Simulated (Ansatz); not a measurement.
## Perovskite alloy of BaZrO3 and BaHfO3 (6 of 8 Zr sites exchanged), 40 atoms

Ansatz, PAW, plane waves. PBEsol relaxation of volume and atoms (shape held) at the single k point (¼, ¼, ¼) without its symmetry partners; single points on the relaxed atoms at the single k point (¼, ¼, ¼) without its symmetry partners, onto which points of the small cell's zone fold. Arrangement: clustered. No spin–orbit coupling unless named.

Relaxed structure:

```xyz
40
Lattice="8.3248 0.0000 0.0000 0.0000 8.3248 0.0000 0.0000 0.0000 8.3248" Properties=species:S:1:pos:R:3 pbc="T T T"
Ba    0.0064    8.3159    0.0018
Ba    0.0068    8.3154    4.1647
Ba    0.0074    4.1585    0.0009
Ba    0.0055    4.1593    4.1639
Ba    4.1640    8.3155    0.0023
Ba    4.1630    8.3170    4.1658
Ba    4.1626    4.1597    0.0020
Ba    4.1637    4.1580    4.1646
Hf    2.0852    2.0744    2.0836
Hf    2.0856    2.0753    6.2462
Hf    2.0844    6.2367    2.0833
Hf    2.0848    6.2375    6.2458
Hf    6.2466    6.2374    2.0838
Hf    6.2471    6.2371    6.2462
Zr    6.2478    2.0749    2.0831
Zr    6.2483    2.0748    6.2457
O     2.1184    2.0438    0.0024
O     2.0516    2.1058    4.1648
O     2.0608    6.2682    0.0023
O     2.1091    6.2067    4.1646
O     6.2132    2.1190    0.0021
O     6.2816    2.0315    4.1643
O     6.2720    6.1950    0.0028
O     6.2227    6.2798    4.1652
O     0.0116    2.1460    2.0485
O     0.0119    2.0031    6.2791
O     0.0037    6.1675    2.1079
O     0.0045    6.3065    6.2210
O     4.1589    2.0040    2.1179
O     4.1597    2.1471    6.2119
O     4.1646    6.3072    2.0588
O     4.1650    6.1681    6.2698
O     2.0148    8.3170    2.1145
O     2.1548    8.3181    6.2143
O     2.1548    4.1565    2.0522
O     2.0155    4.1572    6.2765
O     6.3196    8.3112    2.0398
O     6.1770    8.3111    6.2898
O     6.1751    4.1635    2.1263
O     6.3181    4.1634    6.2013
```

Task: What are the mean bond lengths by pair (pairs within 1.2 times the sum of covalent radii, less contacts 15 % beyond the pair's median; cation–cation pairs of compounds aside; long ionic contacts are cut short by that bound)?

Result: Ba–O 2.944 ± 0.049 Å (standard deviation, 96 bonds); Hf–O 2.081 ± 0.003 Å (standard deviation, 36 bonds); O–Zr 2.087 ± 0.004 Å (standard deviation, 12 bonds).

Task: What gap lies between the top filled and the lowest empty level in the single points?

Result: r²SCAN 4.88 eV (3.5 s on NVIDIA GB300). Away from Γ this isn't the crystal's band gap.
